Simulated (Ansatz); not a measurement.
Density of states of Hf₂Cu

```cif
data_structure
_symmetry_space_group_name_H-M 'I4/mmm'
_symmetry_Int_Tables_number 139
_cell_length_a 3.1695
_cell_length_b 3.1695
_cell_length_c 11.1333
_cell_angle_alpha 90.000
_cell_angle_beta 90.000
_cell_angle_gamma 90.000
_cell_volume 111.84
loop_
_atom_site_label
_atom_site_type_symbol
_atom_site_symmetry_multiplicity
_atom_site_Wyckoff_symbol
_atom_site_fract_x
_atom_site_fract_y
_atom_site_fract_z
_atom_site_occupancy
Hf1 Hf 4 e 0.00000 0.00000 0.34000 1
Cu1 Cu 2 a 0.00000 0.00000 0.00000 1
```

The runs use the primitive cell with vectors (-1.585, 1.585, 5.567), (1.585, -1.585, 5.567), (1.585, 1.585, -5.567) Å, to which the k mesh refers.

The geometry is COD entry 1524980, unchecked; take it as a test cell.

Spin polarisation is left out, and whether a magnetic state lies lower isn't shown here.

No spin–orbit coupling, which matters for the heavy atoms here.

Level of theory: DFT, PBEsol, all-electron LAPW, scalar-relativistic in Ansatz 0.2.0.

Numerical set-up: a Γ-centred 16×16×16 k mesh, Fermi–Dirac smearing of 0.03 eV, basis error target 1 meV/atom, no spin polarisation.

States per eV and cell, averaged over 0.6 eV, from -8.2 to 4.8 eV, with energies (bin centres) from the Fermi level; empty bins are left out. The partial columns, the largest 3 alone, are projections on Löwdin-orthogonalised atomic shells (those that the program's projection atoms carry: the occupied ones and, for some elements, an empty d or f shell; other empty shells have no column), summed over atoms of an element. Weights on diffuse s and p shells depend on that basis and aren't pure angular character.

```tsv
E (eV)	total	Hf 5d	Cu 3d	Hf 6s
-8.0	0.02	0.00	0.00	0.01
-7.4	0.17	0.00	0.00	0.10
-6.8	0.29	0.01	0.00	0.16
-6.2	0.41	0.04	0.00	0.20
-5.6	0.55	0.09	0.02	0.25
-5.0	0.82	0.21	0.08	0.30
-4.4	2.04	0.62	0.73	0.40
-3.8	6.97	1.22	5.18	0.37
-3.2	8.48	0.57	7.71	0.11
-2.6	1.97	0.73	0.86	0.28
-2.0	2.29	1.16	0.76	0.18
-1.4	3.30	2.43	0.42	0.18
-0.8	3.46	2.80	0.27	0.11
-0.2	1.17	0.76	0.05	0.10
0.4	2.79	2.01	0.13	0.18
1.0	1.97	1.68	0.05	0.06
1.6	4.40	4.04	0.11	0.08
2.2	3.12	2.66	0.11	0.11
2.8	1.32	1.05	0.04	0.10
3.4	1.20	0.90	0.02	0.12
4.0	1.86	1.41	0.02	0.16
4.6	2.21	1.76	0.02	0.16
```

Problem. Which of the resolved shells contributes most within 0.3 eV of the Fermi level?

Solution. Hf 5d, with 63 % of all states there; Hf 6s follows with 8 %.

Problem. Where is the centre of the filled Hf 5d states between -14 eV and the top of the filled states?

Solution. -2.05 eV from the Fermi level.
